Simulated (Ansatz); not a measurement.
## Pressure against volume: BAs

```
B As
1.0
     0.00000    2.40466    2.40466
     2.40466    0.00000    2.40466
     2.40466    2.40466    0.00000
B As
1 1
Direct
  0.00000 0.00000 0.00000
  0.25000 0.25000 0.25000
```

The conventional cell has a = 4.809 Å, b = 4.809 Å, c = 4.809 Å, α = 90.00°, β = 90.00°, γ = 90.00°. B (atom 1) has 4 As at 2.08 Å as nearest neighbours. As (atom 2) has 4 B at 2.08 Å as nearest neighbours.

The cell was built from the zincblende type and relaxed in the same program, and has space group F-43m; it needn't be a known or the stable phase.

All numbers are computed: DFT, PBE, all-electron LAPW, scalar-relativistic (Ansatz 0.2.0); DFT, PBE, PAW with Ansatz's default frozen-core files, scalar-relativistic (Ansatz 0.2.0).

For LAPW: a Γ-centred 15×15×15 k mesh, Fermi–Dirac smearing of 0.08 eV, basis error target 0.25 meV/atom, no spin polarisation. PAW takes a cutoff of 420 eV at this cell. The Ansatz runs share mesh, smearing and spin set-up. Plane-wave (PAW) pressures include the program's estimate of the Pulay term.

The cell above is scaled evenly, with fractional coordinates and shape held.

| V/V(cell) | V (Å³/atom) | P, LAPW (GPa) | P, PAW (GPa) | gap on the k mesh, LAPW (eV) | free energy over the lowest listed, PAW (meV/atom) |
| --- | --- | --- | --- | --- | --- |
| 0.9405 | 13.077 | 9.10 | 9.14 | 1.14 | 22.4 |
| 0.9800 | 13.627 | ? | ? | ? | ? |
| 1.0000 | 13.905 | -0.04 | 0.00 | 1.21 | 0.0 |
| 1.0200 | 14.183 | -2.53 | -2.50 | 1.23 | 2.2 |
| 1.0600 | 14.739 | -6.81 | -6.78 | 1.26 | 18.6 |

Task: Fill in the row V/V(cell) = 0.9800.

Result: P, LAPW (GPa) = 2.73, P, PAW (GPa) = 2.77, gap on the k mesh, LAPW (eV) = 1.19, free energy over the lowest listed, PAW (meV/atom) = 2.4.

Task: What do Birch–Murnaghan fits to the pressures give?

Result: LAPW: V0 = 13.90 Å³/atom, B0 = 131 GPa, B0′ = 4.1; PAW: V0 = 13.90 Å³/atom, B0 = 131 GPa, B0′ = 4.1.

PAW's V0 lies 0.03 % from the all-electron value and its B0 0.0 %. Symmetry fixes shape and coordinates here, so this is the relaxed modulus.
